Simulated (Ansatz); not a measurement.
# LiH: how much do the potentials matter?

LiH in the rock-salt structure, relaxed with PBE; each set of potentials at its own relaxed cell, the first one printed.

```yaml
# lattice in Å, fractional positions
crystal:
  lattice:
    - [0.00000, 2.00375, 2.00375]
    - [2.00375, 0.00000, 2.00375]
    - [2.00375, 2.00375, 0.00000]
  atoms:
    - { symbol: Li, position: [0.00000, 0.00000, 0.00000] }
    - { symbol: H, position: [0.50000, 0.50000, 0.50000] }
```

Computed with Ansatz (plane-wave DFT, scalar-relativistic): PBE; k mesh 6×6×6; fixed occupations; no spin. Phonons (linear response) are harmonic and in cm⁻¹; i marks an unstable mode. Zone-centre lists hold the optical modes without the non-analytic term.

Caveats: coarse k mesh; the program warns that the mesh is coarse for the field response.

The reference is the run on all-electron PAW datasets (no frozen core) at 270 eV and 8.05 Å³ an atom: top Γ mode (cm⁻¹) 580; lowest mode at X = [0.5, 0, 0.5] (cm⁻¹) 313; top mode at X = [0.5, 0, 0.5] (cm⁻¹) 1032; mean ε∞ 4.23; mean Born charge of Li (e) 1.02.

Question: The same calculation was made on Ansatz generated PAW, Ansatz hand-made PAW, JTH PAW, PseudoDojo norm-conserving, Ansatz norm-conserving. How far do the results move?

Answer: 
| potentials | cutoff (eV) | volume (Å³/atom) | top Γ mode (cm⁻¹) | lowest mode at X = [0.5, 0, 0.5] (cm⁻¹) | top mode at X = [0.5, 0, 0.5] (cm⁻¹) | mean ε∞ | mean Born charge of Li (e) |
| --- | --- | --- | --- | --- | --- | --- | --- |
| Ansatz generated PAW | 420 | 8.05 | 579 | 313 | 1033 | 4.22 | 1.02 |
| Ansatz hand-made PAW | 800 | 8.05 | 580 | 313 | 1032 | 4.23 | 1.02 |
| JTH PAW | 1170 | 8.07 | 578 | 312 | 1031 | 4.23 | 1.02 |
| PseudoDojo norm-conserving | 1007 | 8.05 | 580 | 313 | 1032 | 4.22 | 1.02 |
| Ansatz norm-conserving | 1034 | 8.05 | 579 | 313 | 1031 | 4.23 | 1.02 |

The largest move among the frequencies in the table is 2.0 cm⁻¹, in the top Γ mode on JTH PAW.
